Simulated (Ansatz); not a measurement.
A distorted cell of NaH (rock salt):

```
CELL_PARAMETERS angstrom
      0.00000     2.41162     2.41162
      2.41162     0.00000     2.41162
      2.41162     2.41162     0.00000
ATOMIC_POSITIONS crystal
  Na 0.00000 0.00000 0.00000
  H  0.50000 0.50000 0.50000
```

Method: PBEsol (plane waves to 420 eV, PAW, scalar-relativistic; Ansatz, a first-principles code). k mesh 12×12×12 (Γ-centred), Fermi-Dirac smearing 0.05 eV. Energies are smeared free energies. Stress and pressure are positive under compression. NaH was relaxed with its symmetry unable to fall.

**Question.** Give the stress tensor in GPa and the pressure.

**Answer.** 
```
  -0.45     0.00     0.00
   0.00    -0.45     0.00
   0.00     0.00    -0.45
```
The pressure, a third of the trace, is -0.45 GPa.

**Question.** It is the relaxed cell scaled evenly to V/V₀ = 1.020, atoms relaxed where free. What is its energy relative to the relaxed cell?

**Answer.** 0.4 meV/atom.

(A scan under strain: stresses follow from slopes of the energy per volume, elastic moduli from its curvatures.)
